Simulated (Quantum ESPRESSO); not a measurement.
# Al2ZnGeN4: a curve over one atom's position

Simulated, not a measurement. The program is pw.x of Quantum ESPRESSO 7.5 (plane-wave density functional theory). The cell is made up: 8 atoms on a wurtzite lattice, with randomly drawn elements, strain and displacements, not relaxed. PseudoDojo standard norm-conserving files (v0.5 for PBE, v0.4.1 for LDA and PBEsol) set the functional; there is no spin polarisation, spin-orbit coupling or dispersion term, and the masses in the input are unused placeholders.

Seven runs move atom 8 (N, counted in the order of the input) along y and keep all else fixed.

Input of the run at -0.0072:

```
&control calculation='scf', pseudo_dir='./dojo.nc.sr.pbe.v0_5.standard.upf', outdir='./o', disk_io='low', tprnfor=.true., tstress=.true. /
&system ibrav=0, nat=8, ntyp=4, nbnd=36, ecutwfc=84.00895049, nosym=.true., tot_charge=0,
 occupations='smearing', smearing='fd', degauss=0.0018374661
/
&electrons conv_thr=7.350e-09, electron_maxstep=60, /
ATOMIC_SPECIES
Al 1.0 Al.upf
Ge 1.0 Ge.upf
N 1.0 N.upf
Zn 1.0 Zn.upf
CELL_PARAMETERS angstrom
3.1504 -0.0331 -0.0284
-0.0573 5.3733 0.0068
-0.0463 0.0065 5.1192
ATOMIC_POSITIONS angstrom
Al 0.0408 -0.1005 -0.1775
Zn 1.444 2.6882 0.0962
Al 1.5549 0.8703 2.6407
Ge -0.276 3.5663 2.6069
N -0.0221 0.0268 2.0259
N 1.5793 2.6216 1.9352
N 1.6708 0.7797 4.4018
N -0.1422 3.6491 4.5128
K_POINTS automatic
6 4 4 1 1 1
```

```
shift of atom 8 along y (Å)  free energy less that of the input shown (eV)  Fx on atom 8 (eV/Å)  Fy on atom 8 (eV/Å)  Fz on atom 8 (eV/Å)  pressure (GPa)  iterations
                    -0.1192                                        -0.1558               -0.227                0.308               -2.065           12.62          13
                    -0.0792                                        -0.1460               -0.210               -0.827               -2.118           12.92          13
                    -0.0413                                        -0.0917               -0.207               -2.067               -2.235           13.36          13
                    -0.0072                                         0.0000               -0.216               -3.337               -2.403           13.90          13
                    +0.0082                                         0.0562               -0.225               -3.964               -2.501           14.20          13
                    +0.1154                                         0.7556               -0.371               -9.432               -3.656           17.21          12
```

Question: one run is left out of the table, at +0.0575. Estimate its Fy on atom 8 (eV/Å).

Answer: -6.221. The whole row:

```
shift of atom 8 along y (Å)  free energy less that of the input shown (eV)  Fx on atom 8 (eV/Å)  Fy on atom 8 (eV/Å)  Fz on atom 8 (eV/Å)  pressure (GPa)  iterations
                    +0.0575                                         0.3056               -0.272               -6.221               -2.921           15.36          13
```

A cubic fit gives dFy/dy = -40.65 eV/Å² at zero shift. Across the table the free energy follows the integral of the force to within 0.1 meV. A rerun of one of the cells at 1437 eV and a 8 x 6 x 6 mesh moved values by no more than 0.002 eV in energy, 0.03 GPa in stress and 0.003 eV/Å in force.